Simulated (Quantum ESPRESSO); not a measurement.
# W4ZnMgTa2: finding a planted mistake in a log

Computed values, not a measurement. The program is pw.x of Quantum ESPRESSO 7.5 (plane-wave density functional theory). The cell is made up: eight metal atoms on a face-centred cubic lattice, with elements, volume, strain and displacements drawn at random and not relaxed, so it may be unstable or far from any real phase. PseudoDojo standard norm-conserving files set the functional (PBE unless stated); there is no spin polarisation or spin-orbit coupling, the Fermi-Dirac width of 0.25 eV means electrons at about 2900 K, and the masses in the input are unused placeholders. Heavy elements are run without spin-orbit coupling, which real alloys of them have. A spin test at this wide smearing found no moment, but such smearing suppresses magnetism that the real alloy may have.

Intended input:

```
&control calculation='scf', pseudo_dir='./dojo.nc.sr.pbe.v0_5.standard.upf', outdir='./o', disk_io='minimal', tprnfor=.true., tstress=.true. /
&system ibrav=0, nat=8, ntyp=4, nbnd=72, ecutwfc=84.00895049, nosym=.true., tot_charge=0,
 occupations='smearing', smearing='fd', degauss=0.0183746611
/
&electrons conv_thr=1.470e-08, electron_maxstep=70, mixing_beta=0.5 /
ATOMIC_SPECIES
Mg 1.0 Mg.upf
Ta 1.0 Ta.upf
W 1.0 W.upf
Zn 1.0 Zn.upf
CELL_PARAMETERS angstrom
0.0432 2.0057 2.0283
0.0166 4.0815 -4.1268
-8.1773 -2.1437 1.9935
ATOMIC_POSITIONS angstrom
W -0.0217 0.0539 0.0697
W -4.0836 -0.0867 -0.0284
Zn -0.0248 2.0738 -2.0765
Mg -4.0558 1.9673 -2.082
W -6.1388 -0.0892 2.0002
Ta -1.9874 2.0077 -0.0237
Ta -6.1098 2.0241 -0.0482
W -2.0084 4.0133 -2.1116
K_POINTS automatic
8 4 3 1 1 1
```

The log is shortened where brackets say so; the opening notice, blank lines, dates and the lines on written files are dropped, and the path of the files is cut. It prints rydbergs, bohrs and kilobars, and counts compression as positive stress. Its total energy is the free energy E - TS of the whole cell.

Log of the intended run:

```
     Program PWSCF v.7.5
     Parallel version (MPI & OpenMP), running on       4 processor cores
     Number of MPI processes:                 4
     Threads/MPI process:                     1
     [start-up lines left out]
     bravais-lattice index     =            0
     lattice parameter (alat)  =       5.3911  a.u.
     unit-cell volume          =     912.4498 (a.u.)^3
     number of atoms/cell      =            8
     number of atomic types    =            4
     number of electrons       =       112.00
     number of Kohn-Sham states=           72
     kinetic-energy cutoff     =      84.0090  Ry
     charge density cutoff     =     336.0358  Ry
     scf convergence threshold =      1.5E-08
     mixing beta               =       0.5000
     number of iterations used =            8  plain     mixing
     Exchange-correlation= PBE
                           (   1   4   3   4   0   0   0)
     [axes and pseudopotential details left out]
   Cartesian axes
     site n.     atom                  positions (alat units)
         1        W      tau(   1) = (  -0.0076065   0.0188934   0.0244318  )
         2        W      tau(   2) = (  -1.4314154  -0.0303908  -0.0099550  )
         3        Zn     tau(   3) = (  -0.0086931   0.7269246  -0.7278710  )
         4        Mg     tau(   4) = (  -1.4216707   0.6895934  -0.7297989  )
         5        W      tau(   5) = (  -2.1518202  -0.0312671   0.7011257  )
         6        Ta     tau(   6) = (  -0.6966390   0.7037547  -0.0083075  )
         7        Ta     tau(   7) = (  -2.1416549   0.7095034  -0.0168954  )
         8        W      tau(   8) = (  -0.7040001   1.4067733  -0.7401745  )
     number of k points=    48  Fermi-Dirac smearing, width (Ry)=  0.0184
                       cart. coord. in units 2pi/alat
        k(    1) = (  -0.0811676   0.0891736   0.0014562), wk =   0.0416667
        k(    2) = (   0.1517056   0.0861923  -0.0005556), wk =   0.0416667
     [further k points left out]
     Dense  grid:    94889 G-vectors     FFT dimensions: (  32,  64,  96)
     Estimated max dynamical RAM per process >     338.00 MB
     Estimated total dynamical RAM >       1.25 GB
     Initial potential from superposition of free atoms
     starting charge     111.9952, renormalised to     112.0000
     Starting wfcs are   75 randomized atomic wfcs
     total cpu time spent up to now is        5.1 secs
     per-process dynamical memory:   263.1 Mb
     Self-consistent Calculation
     iteration #  1     ecut=    84.01 Ry     beta= 0.50
     Davidson diagonalization with overlap
     ethr =  1.00E-02,  avg # of iterations =  3.1
     Threshold (ethr) on eigenvalues was too large:
     Diagonalizing with lowered threshold
     Davidson diagonalization with overlap
     ethr =  5.39E-04,  avg # of iterations =  3.2
     total cpu time spent up to now is       27.0 secs
     total energy              =   -1403.69013446 Ry
     estimated scf accuracy    <       0.61678086 Ry
     iteration #  2     ecut=    84.01 Ry     beta= 0.50
     Davidson diagonalization with overlap
     ethr =  5.51E-04,  avg # of iterations =  4.3
     total cpu time spent up to now is       39.4 secs
     total energy              =   -1403.46139902 Ry
     estimated scf accuracy    <       3.59076675 Ry
     [iterations 3 to 17 left out]
     iteration # 18     ecut=    84.01 Ry     beta= 0.50
     Davidson diagonalization with overlap
     ethr =  1.66E-10,  avg # of iterations =  2.4
     total cpu time spent up to now is      198.6 secs
     total energy              =   -1403.93418564 Ry
     estimated scf accuracy    <       0.00000027 Ry
     iteration # 19     ecut=    84.01 Ry     beta= 0.50
     Davidson diagonalization with overlap
     ethr =  1.66E-10,  avg # of iterations =  1.1
     total cpu time spent up to now is      207.4 secs
     End of self-consistent calculation
     [lines on levels left out]
!    total energy              =   -1403.93418567 Ry
     estimated scf accuracy    <          3.2E-09 Ry
     smearing contrib. (-TS)   =      -0.10237952 Ry
     internal energy E=F+TS    =   -1403.83180615 Ry
     The total energy is F=E-TS. E is the sum of the following terms:
     one-electron contribution =    -526.30977630 Ry
     hartree contribution      =     310.47066966 Ry
     xc contribution           =    -252.36986895 Ry
     ewald contribution        =    -935.62283057 Ry
     convergence has been achieved in  19 iterations
     Forces acting on atoms (cartesian axes, Ry/au):
     atom    1 type  3   force =     0.00270079    0.00173698   -0.00546884
     atom    2 type  3   force =    -0.00422077   -0.00842496    0.00755342
     atom    3 type  4   force =     0.00904069   -0.00434047    0.00500499
     atom    4 type  1   force =    -0.00416391    0.01697420   -0.01008872
     atom    5 type  3   force =    -0.01774916    0.00929878   -0.01055187
     atom    6 type  2   force =     0.01538776   -0.00250170    0.00091060
     atom    7 type  2   force =    -0.02130200   -0.02163364    0.01769654
     atom    8 type  3   force =     0.02030661    0.00889082   -0.00505613
     Total force =     0.056812     Total SCF correction =     0.000250
     Computing stress (Cartesian axis) and pressure
          total   stress  (Ry/bohr**3)                   (kbar)     P=       -8.63
   0.00013606  -0.00006355   0.00001090           20.02       -9.35        1.60
  -0.00006355  -0.00016006  -0.00001727           -9.35      -23.55       -2.54
   0.00001090  -0.00001727  -0.00015193            1.60       -2.54      -22.35
     init_run     :      4.79s CPU      4.95s WALL (       1 calls)
     electrons    :    198.96s CPU    202.30s WALL (       1 calls)
     forces       :      1.68s CPU      1.69s WALL (       1 calls)
     stress       :      5.78s CPU      5.90s WALL (       1 calls)
     [timing details left out]
     PWSCF        :   3m31.39s CPU   3m35.07s WALL
     JOB DONE.
```

A second run was made from an input with one planted mistake. Its log:

```
     Program PWSCF v.7.5
     Parallel version (MPI & OpenMP), running on       4 processor cores
     Number of MPI processes:                 4
     Threads/MPI process:                     1
     [start-up lines left out]
     bravais-lattice index     =            0
     lattice parameter (alat)  =       5.4456  a.u.
     unit-cell volume          =     940.3891 (a.u.)^3
     number of atoms/cell      =            8
     number of atomic types    =            4
     number of electrons       =       112.00
     number of Kohn-Sham states=           72
     kinetic-energy cutoff     =      84.0090  Ry
     charge density cutoff     =     336.0358  Ry
     scf convergence threshold =      1.5E-08
     mixing beta               =       0.5000
     number of iterations used =            8  plain     mixing
     Exchange-correlation= PBE
                           (   1   4   3   4   0   0   0)
     [axes and pseudopotential details left out]
   Cartesian axes
     site n.     atom                  positions (alat units)
         1        W      tau(   1) = (  -0.0075997   0.0188778   0.0244301  )
         2        W      tau(   2) = (  -1.4313805  -0.0303988  -0.0099594  )
         3        Zn     tau(   3) = (  -0.0087102   0.7268989  -0.7278706  )
         4        Mg     tau(   4) = (  -1.4216639   0.6895945  -0.7297792  )
         5        W      tau(   5) = (  -2.1517901  -0.0312663   0.7011155  )
         6        Ta     tau(   6) = (  -0.6966389   0.7037528  -0.0082937  )
         7        Ta     tau(   7) = (  -2.1416225   0.7094786  -0.0168998  )
         8        W      tau(   8) = (  -0.7039957   1.4067422  -0.7401550  )
     number of k points=    48  Fermi-Dirac smearing, width (Ry)=  0.0184
                       cart. coord. in units 2pi/alat
        k(    1) = (  -0.0811694   0.0891737   0.0014540), wk =   0.0416667
        k(    2) = (   0.1517072   0.0861936  -0.0005548), wk =   0.0416667
     [further k points left out]
     Dense  grid:    97773 G-vectors     FFT dimensions: (  32,  72, 100)
     Estimated max dynamical RAM per process >     349.80 MB
     Estimated total dynamical RAM >       1.30 GB
     Initial potential from superposition of free atoms
     starting charge     111.9952, renormalised to     112.0000
     Starting wfcs are   75 randomized atomic wfcs
     total cpu time spent up to now is        5.0 secs
     per-process dynamical memory:   273.6 Mb
     Self-consistent Calculation
     iteration #  1     ecut=    84.01 Ry     beta= 0.50
     Davidson diagonalization with overlap
     ethr =  1.00E-02,  avg # of iterations =  3.1
     Threshold (ethr) on eigenvalues was too large:
     Diagonalizing with lowered threshold
     Davidson diagonalization with overlap
     ethr =  5.16E-04,  avg # of iterations =  3.5
     total cpu time spent up to now is       27.8 secs
     total energy              =   -1403.70091760 Ry
     estimated scf accuracy    <       0.59257737 Ry
     iteration #  2     ecut=    84.01 Ry     beta= 0.50
     Davidson diagonalization with overlap
     ethr =  5.29E-04,  avg # of iterations =  4.0
     total cpu time spent up to now is       40.6 secs
     total energy              =   -1403.46381885 Ry
     estimated scf accuracy    <       3.56757719 Ry
     [iterations 3 to 17 left out]
     iteration # 18     ecut=    84.01 Ry     beta= 0.50
     Davidson diagonalization with overlap
     ethr =  2.49E-10,  avg # of iterations =  2.2
     total cpu time spent up to now is      203.9 secs
     total energy              =   -1403.92720478 Ry
     estimated scf accuracy    <       0.00000028 Ry
     iteration # 19     ecut=    84.01 Ry     beta= 0.50
     Davidson diagonalization with overlap
     ethr =  2.49E-10,  avg # of iterations =  1.0
     total cpu time spent up to now is      212.9 secs
     End of self-consistent calculation
     [lines on levels left out]
!    total energy              =   -1403.92720481 Ry
     estimated scf accuracy    <          5.4E-09 Ry
     smearing contrib. (-TS)   =      -0.10557532 Ry
     internal energy E=F+TS    =   -1403.82162949 Ry
     The total energy is F=E-TS. E is the sum of the following terms:
     one-electron contribution =    -540.12600595 Ry
     hartree contribution      =     314.68989430 Ry
     xc contribution           =    -252.11974527 Ry
     ewald contribution        =    -926.26577257 Ry
     convergence has been achieved in  19 iterations
     Forces acting on atoms (cartesian axes, Ry/au):
     atom    1 type  3   force =     0.00234029    0.00215282   -0.00428715
     atom    2 type  3   force =    -0.00347531   -0.00875731    0.00744704
     atom    3 type  4   force =     0.00779884   -0.00366318    0.00449629
     atom    4 type  1   force =    -0.00395942    0.01624080   -0.00971317
     atom    5 type  3   force =    -0.01710109    0.00800276   -0.00913919
     atom    6 type  2   force =     0.01574607   -0.00589892    0.00381189
     atom    7 type  2   force =    -0.02125258   -0.01982954    0.01618488
     atom    8 type  3   force =     0.01990321    0.01175257   -0.00880058
     Total force =     0.055649     Total SCF correction =     0.000290
     Computing stress (Cartesian axis) and pressure
          total   stress  (Ry/bohr**3)                   (kbar)     P=      -63.76
  -0.00024750  -0.00005599   0.00001400          -36.41       -8.24        2.06
  -0.00005599  -0.00052855  -0.00002762           -8.24      -77.75       -4.06
   0.00001400  -0.00002762  -0.00052423            2.06       -4.06      -77.12
     init_run     :      4.78s CPU      4.92s WALL (       1 calls)
     electrons    :    204.27s CPU    207.86s WALL (       1 calls)
     forces       :      1.79s CPU      1.80s WALL (       1 calls)
     stress       :      6.11s CPU      6.24s WALL (       1 calls)
     [timing details left out]
     PWSCF        :   3m37.07s CPU   3m40.99s WALL
     JOB DONE.
```

Question: the log repeats what the program read. Compare it with the intended run: what was wrong in the second input?

Answer: the cell and the positions are scaled by a wrong factor. The input lines that differ:

```
- 0.0432 2.0057 2.0283
- 0.0166 4.0815 -4.1268
- -8.1773 -2.1437 1.9935
+ 0.0436 2.026 2.0488
+ 0.0168 4.1227 -4.1685
+ -8.2599 -2.1654 2.0136
- W -0.0217 0.0539 0.0697
- W -4.0836 -0.0867 -0.0284
- Zn -0.0248 2.0738 -2.0765
- Mg -4.0558 1.9673 -2.082
- W -6.1388 -0.0892 2.0002
- Ta -1.9874 2.0077 -0.0237
- Ta -6.1098 2.0241 -0.0482
- W -2.0084 4.0133 -2.1116
+ W -0.0219 0.0544 0.0704
+ W -4.1248 -0.0876 -0.0287
+ Zn -0.0251 2.0947 -2.0975
+ Mg -4.0968 1.9872 -2.103
+ W -6.2008 -0.0901 2.0204
+ Ta -2.0075 2.028 -0.0239
+ Ta -6.1715 2.0445 -0.0487
+ W -2.0287 4.0538 -2.1329
```

```
                                            intended run  run with the mistake
                          free energy (eV)    -19101.498            -19101.403
         entropy term -TS, part of it (eV)        -1.393                -1.436
                            pressure (GPa)         -0.86                 -6.38
size of the largest force component (eV/Å)         0.556                 0.546
largest change of a force component (eV/Å)                               0.096
                                iterations            19                    19
```

For scale, a rerun of the intended cell at a higher cutoff and on a denser mesh moved values by no more than 0.010 eV in energy, 0.06 GPa in stress and 0.007 eV/Å in force, and a second program with other atomic files agreed on that cell to 2 % rms in force and 0.5 GPa in pressure.